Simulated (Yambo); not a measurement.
# Optical response of BaCNSCl

```xyz
10
Lattice="5.9131 0.0000 0.0000 0.0000 4.6898 0.0000 -1.3486 0.0000 8.8023" Properties=species:S:1:pos:R:3 pbc="T T T"
C      1.1890     1.1724     7.4434
C      3.3755     3.5173     1.3589
N      2.3326     1.1724     7.1215
N      2.2318     3.5173     1.6808
S      4.9443     3.5173     0.9146
S     -0.3799     1.1724     7.8877
Cl     3.8129     1.1724     3.9754
Cl     0.7515     3.5173     4.8269
Ba     3.7286     3.5173     6.1492
Ba     0.8358     1.1724     2.6531
```

Yambo, RPA with local fields on PBEsol bands; 4×4×2 mesh, 175 bands, 3 Ry local-field block, 0.2 eV broadening; field along z.

```json
[
 {"E (eV)": "0.0", "Im ε": "0.00", "Re ε": "2.88", "Im ε, independent particles": "0.00"},
 {"E (eV)": "0.5", "Im ε": "0.01", "Re ε": "2.89", "Im ε, independent particles": "0.01"},
 {"E (eV)": "1.0", "Im ε": "0.01", "Re ε": "2.91", "Im ε, independent particles": "0.02"},
 {"E (eV)": "1.5", "Im ε": "0.02", "Re ε": "2.95", "Im ε, independent particles": "0.03"},
 {"E (eV)": "2.0", "Im ε": "0.03", "Re ε": "3.01", "Im ε, independent particles": "0.04"},
 {"E (eV)": "2.5", "Im ε": "0.04", "Re ε": "3.09", "Im ε, independent particles": "0.06"},
 {"E (eV)": "3.0", "Im ε": "0.06", "Re ε": "3.21", "Im ε, independent particles": "0.09"},
 {"E (eV)": "3.5", "Im ε": "0.09", "Re ε": "3.39", "Im ε, independent particles": "0.15"},
 {"E (eV)": "4.0", "Im ε": "0.16", "Re ε": "3.67", "Im ε, independent particles": "0.32"},
 {"E (eV)": "4.5", "Im ε": "0.49", "Re ε": "4.09", "Im ε, independent particles": "1.37"},
 {"E (eV)": "5.0", "Im ε": "1.11", "Re ε": "4.38", "Im ε, independent particles": "2.05"},
 {"E (eV)": "5.5", "Im ε": "2.00", "Re ε": "4.09", "Im ε, independent particles": "2.18"},
 {"E (eV)": "6.0", "Im ε": "2.33", "Re ε": "3.74", "Im ε, independent particles": "2.83"},
 {"E (eV)": "6.5", "Im ε": "2.98", "Re ε": "3.18", "Im ε, independent particles": "3.48"},
 {"E (eV)": "7.0", "Im ε": "2.74", "Re ε": "2.24", "Im ε, independent particles": "3.35"},
 {"E (eV)": "7.5", "Im ε": "2.49", "Re ε": "1.91", "Im ε, independent particles": "3.39"},
 {"E (eV)": "8.0", "Im ε": "2.15", "Re ε": "1.96", "Im ε, independent particles": "3.10"},
 {"E (eV)": "8.5", "Im ε": "2.39", "Re ε": "1.83", "Im ε, independent particles": "3.06"},
 {"E (eV)": "9.0", "Im ε": "2.49", "Re ε": "1.51", "Im ε, independent particles": "3.08"},
 {"E (eV)": "9.5", "Im ε": "2.22", "Re ε": "0.98", "Im ε, independent particles": "2.58"},
 {"E (eV)": "10.0", "Im ε": "1.74", "Re ε": "0.98", "Im ε, independent particles": "2.74"},
 {"E (eV)": "10.5", "Im ε": "1.68", "Re ε": "1.01", "Im ε, independent particles": "2.30"},
 {"E (eV)": "11.0", "Im ε": "1.76", "Re ε": "1.04", "Im ε, independent particles": "2.32"},
 {"E (eV)": "11.5", "Im ε": "1.48", "Re ε": "0.75", "Im ε, independent particles": "1.82"},
 {"E (eV)": "12.0", "Im ε": "1.22", "Re ε": "0.87", "Im ε, independent particles": "1.54"},
 {"E (eV)": "12.5", "Im ε": "1.27", "Re ε": "0.98", "Im ε, independent particles": "1.60"},
 {"E (eV)": "13.0", "Im ε": "1.16", "Re ε": "0.93", "Im ε, independent particles": "1.50"},
 {"E (eV)": "13.5", "Im ε": "1.10", "Re ε": "1.10", "Im ε, independent particles": "1.57"},
 {"E (eV)": "14.0", "Im ε": "1.32", "Re ε": "1.02", "Im ε, independent particles": "1.80"},
 {"E (eV)": "14.5", "Im ε": "1.21", "Re ε": "1.00", "Im ε, independent particles": "1.62"},
 {"E (eV)": "15.0", "Im ε": "1.18", "Re ε": "0.92", "Im ε, independent particles": "1.59"},
 {"E (eV)": "15.5", "Im ε": "1.25", "Re ε": "0.96", "Im ε, independent particles": "2.08"},
 {"E (eV)": "16.0", "Im ε": "1.21", "Re ε": "0.75", "Im ε, independent particles": "1.91"},
 {"E (eV)": "16.5", "Im ε": "1.10", "Re ε": "0.73", "Im ε, independent particles": "2.00"},
 {"E (eV)": "17.0", "Im ε": "1.00", "Re ε": "0.77", "Im ε, independent particles": "2.45"},
 {"E (eV)": "17.5", "Im ε": "0.94", "Re ε": "0.83", "Im ε, independent particles": "2.40"},
 {"E (eV)": "18.0", "Im ε": "1.08", "Re ε": "0.83", "Im ε, independent particles": "1.96"},
 {"E (eV)": "18.5", "Im ε": "1.04", "Re ε": "0.77", "Im ε, independent particles": "1.61"},
 {"E (eV)": "19.0", "Im ε": "1.02", "Re ε": "0.78", "Im ε, independent particles": "1.08"},
 {"E (eV)": "19.5", "Im ε": "1.14", "Re ε": "0.67", "Im ε, independent particles": "0.74"},
 {"E (eV)": "20.0", "Im ε": "0.99", "Re ε": "0.52", "Im ε, independent particles": "0.69"}
]
```

Structure narrower than a few tenths of an eV can come from the finite k mesh. Convergence of the RPA response with its 4×4×2 mesh was not tested. No excitonic effects at this level.

Geometry of the Materials Project entry, not relaxed at this level.
